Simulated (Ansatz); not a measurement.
**What a change of settings does: Mo (bcc type)**

First run: DFT, LDA, PAW with Ansatz's default frozen-core files, scalar-relativistic (Ansatz 0.2.0).

Command: `ansatz run input.yaml --threads 1 --pin off --max-ram 2048MiB --backend cpu --events-out ev --progress --plain --runs-dir out` It took 1.8 s on 1 thread of Arm Neoverse V2, with other jobs on the host, peak memory 0.28 GiB.

```yaml
crystal:
  lattice:
    - [-1.3406215843, 1.3406215843, 1.3406215843]
    - [1.3406215843, -1.3406215843, 1.3406215843]
    - [1.3406215843, 1.3406215843, -1.3406215843]
  atoms:
    - { symbol: Mo, position: [0.0, 0.0, 0.0] }
kpoints:
  mp_grid: { grid: [19, 19, 19] }
scf:
  occupations: { method: fermi_dirac, width: 0.1 }
hamiltonian:
  xc: lda
  pseudopotentials: { kind: paw }
output:
  forces: true
  stress: true
  eigenvalues: true
  populations: true
```

The base cell comes from a relaxation on PAW files under the same functional, and the cell shown is scaled from it.

This run: volume at 0.64 of the series' base cell.

It converges in 6 SCF iterations at a pressure of 312.9 GPa, cutoff 420 eV.

The input is then changed:

```diff
   occupations: { method: fermi_dirac, width: 0.1 }
+  mixing: { algorithm: anderson, beta: 1.0, ndim: 1, preconditioner: none }
+  max_iter: 50
 hamiltonian:
```

Task: Does this change harm the result?

Result: Not here: the run converges in 20 SCF iterations at a pressure of 312.9 GPa, cutoff 420 eV, free energy 0.0 meV/atom against the first run's, and its energy lies within 1 meV/atom of the first run's.
